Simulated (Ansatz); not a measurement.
## 5 guesses for Dy3Br and where they end

Method: Ansatz 0.2.0, DFT PBE, scalar-relativistic, plane waves, PAW, and for the lanthanide a 4f-in-core norm-conserving potential. Settings: cutoff 630 eV, Γ-centred meshes spaced at most about 0.3 Å⁻¹, and about 0.25 Å⁻¹ or finer for metals (2π included), Gaussian smearing. No spin polarisation in the final relaxations.

Each guess was relaxed in cell and atoms at zero pressure, within the symmetry of its start. All energies are static (0 K, no zero-point motion). Coordination counts Dy atoms around Br (those within 1.25 times the shortest such distance or 1.15 times the sum of covalent radii, 1.27 where that leaves under three; a plus sign parts nearer from farther groups).

| guess | made from | start group | V start (Å³/atom) | end group | V end (Å³/atom) | coordination at the end | gap on mesh (eV) | E over the lowest end (meV/atom) |
| --- | --- | --- | --- | --- | --- | --- | --- | --- |
| 1 | NdPd3 type | Pm-3m | 27.7 | ? | ? | ? | ? | ? |
| 2 | random cell | P6/mmm | 27.1 | P6/mmm (Li3N) | 33.0 | Br 2+6 | 0 | 710 |
| 3 | Sn3Bi type | Fm-3m | 27.6 | Fm-3m (BiF3 (D0_3)) | 29.8 | Br 8+6 | 0 | 521 |
| 4 | InPd3 type | P4/mmm | 26.4 | P4/mmm | 28.9 | Br 12 | 0 | 395 |
| 5 | Fe3Cu type | Cmmm | 28.1 | Cmmm | 29.5 | Br 4+4 | 0 | 0 |

Guess 1 as it starts:

Space group Pm-3m (No. 221). a = 4.804 Å, b = 4.804 Å, c = 4.804 Å, α = 90.00°, β = 90.00°, γ = 90.00°
```csv
atom,site,symmetry,x,y,z
Dy,3c,4/mm.m,0.5000,0.0000,0.5000
Br,1a,m-3m,0.0000,0.0000,0.0000
```

**Question.** Fill in the missing row: what does this guess relax into, and where does it rank?

**Answer.** It ends in space group Pm-3m (No. 221), with a = 4.872 Å, 28.9 Å³/atom and no gap. It lies 0.40 eV/atom over the lowest end, above guess 5 and within the noise of guess 4. Counting Dy atoms around Br, this end has Br 12 and the lowest (guess 5) has Br 4+4.

```
Dy Br
1.0
     4.87196    0.00000    0.00000
     0.00000    4.87196    0.00000
     0.00000    0.00000    4.87196
Dy Br
3 1
Direct
  0.50000 0.00000 0.50000
  0.00000 0.50000 0.50000
  0.50000 0.50000 0.00000
  0.00000 0.00000 0.00000
```

Formation energies are uncorrected and refer to the elements' standard structures at the same level. The references include crystalline Br.

**Question.** Is the lowest end bound against the elements?

**Answer.** Yes: its formation energy is −0.40 eV/atom. Whether it is stable depends on the other phases of the system, which aren't compared here.

The k mesh leaves some 4 meV/atom of noise in the energy of each metallic cell. The reference form of Br is held partly by dispersion forces, which this level lacks. Cells relaxed within their symmetry can be saddle points. A lower structure may well exist outside this small set. Some types were kept out of the candidates beforehand, so the set may lack a known form.

The lanthanide is trivalent by construction, without f bands, f moments or other valences. The reference runs of the other elements, and any phases without the lanthanide, used 420 eV, which shifts energies against them by under 10 meV/atom. The lanthanide's reference is the lowest of its hcp, dhcp and fcc cells.
